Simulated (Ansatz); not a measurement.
# Cd under strains and displacements

These are results of DFT PBEsol, scalar-relativistic, plane waves, PAW (Ansatz), not measurements.

Plane waves to 420 eV, a k mesh through Γ of 14×14×4 on the computed 4-atom cell and Gaussian smearing (0.10 eV); no spin polarisation.

Reference cell:

```yaml
crystal:
  lattice:
    - [3.09307, 0.00000, 0.00000]
    - [-1.54653, 2.67868, 0.00000]
    - [0.00000, 0.00000, 10.43074]
  atoms:
    - { symbol: Cd, position: [0.00000, 0.00000, 0.00000] }
    - { symbol: Cd, position: [0.33333, 0.66666, 0.25000] }
    - { symbol: Cd, position: [0.00000, 0.00000, 0.50000] }
    - { symbol: Cd, position: [0.66667, 0.33333, 0.75000] }
```

Each variant moves atoms of this cell by the vectors given, if any (Å), and then applies a symmetric strain (tensor components, Cartesian axes). The reference cell isn't relaxed at this level. Energies are per atom at zero smearing, counted from the lowest variant. Pressure is positive in compression.

1. strain (xx yy zz yz xz xy, %) 2.74 3.24 1.49 0.00 0.00 -0.43; moves: Cd1 (-0.009, 0.015, 0.000); Cd2 (0.129, 0.054, 0.000); Cd3 (-0.009, 0.015, 0.000); Cd4 (-0.112, -0.085, 0.000)
2. strain (xx yy zz yz xz xy, %) -3.61 -1.86 -2.35 -0.49 0.19 -0.66; moves: Cd1 (0.096, 0.128, 0.089); Cd2 (0.193, -0.008, -0.101); Cd3 (-0.355, -0.085, 0.129); Cd4 (0.067, -0.035, -0.117)
3. strain (xx yy zz yz xz xy, %) 4.80 8.91 1.02 1.22 0.00 0.00; moves: Cd1 (0.417, 0.000, 0.000); Cd2 (-0.131, -0.081, -0.048); Cd3 (-0.154, 0.000, 0.000); Cd4 (-0.131, 0.081, 0.048)

```json
{"variant": "1", "ΔE (meV/atom)": "0.0", "P (GPa)": "-4.71", "largest force (eV/Å)": "0.02", "space group": "Ama2"}
{"variant": "2", "ΔE (meV/atom)": "31.6", "P (GPa)": "4.99", "largest force (eV/Å)": "1.18", "space group": "P1"}
{"variant": "3", "ΔE (meV/atom)": "67.0", "P (GPa)": "-5.50", "largest force (eV/Å)": "0.17", "space group": "C2"}
```